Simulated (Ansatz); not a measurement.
Simulated powder pattern, Cu Kα, λ = 1.54184 Å (kinematic, ideal powder, no thermal factors, no anomalous dispersion; the 30 strongest lines at most, above 1 %, up to 2θ = 90°):

```csv
2θ (°),d (Å),I/Imax (%)
14.68,6.035,12
29.60,3.018,56
38.64,2.330,15
39.63,2.274,100
43.39,2.086,54
45.07,2.012,3.5
52.62,1.739,2.7
56.45,1.630,36
61.45,1.509,7.6
65.03,1.434,25
69.26,1.357,20
69.76,1.348,1.8
71.24,1.324,1.6
77.08,1.237,20
82.22,1.172,1.4
82.85,1.165,10
85.36,1.137,7.4
85.75,1.133,7.1
86.53,1.125,2.9
```

The pattern belongs to a structure relaxed with plane-wave PAW r²SCAN (Ansatz code).

Task: Which of these materials gives this?
A) MgTiNO, P4/nmm (Pearson symbol tP16)
B) CoRhN2, R-3m (Co on 3b, Rh on 3a, N on 6c)
C) CoSi2, fluorite or antifluorite type
D) Ta2SiN, P6_3/mmc (Si on 2d, Ta on 4f, N on 2a)

Result: B, CoRhN2, R-3m (Co on 3b, Rh on 3a, N on 6c)

Task: Give the lattice parameters.

Result: a = 2.713 Å, c = 18.106 Å.

The start of the workflow was typed in or built on a structure type; neither database checked (COD, Materials Project) lists it. Whether it is the stable phase at ambient conditions was not checked. The r²SCAN relaxation kept the symmetry of its start; its stability against distortions is not shown here. Magnetic state: ferromagnetic, the only order run, not a proven ground state. Its formation energy is positive at this level, so the cell may be metastable or incomplete. Other orbital occupations within this spin state were not tried. No Hubbard U is applied.

Potentials: the earlier of the program's two PAW sets. The files were generated under PBE; for other functionals the program regenerates the frozen cores, and for LDA and PBEsol the local potential too.
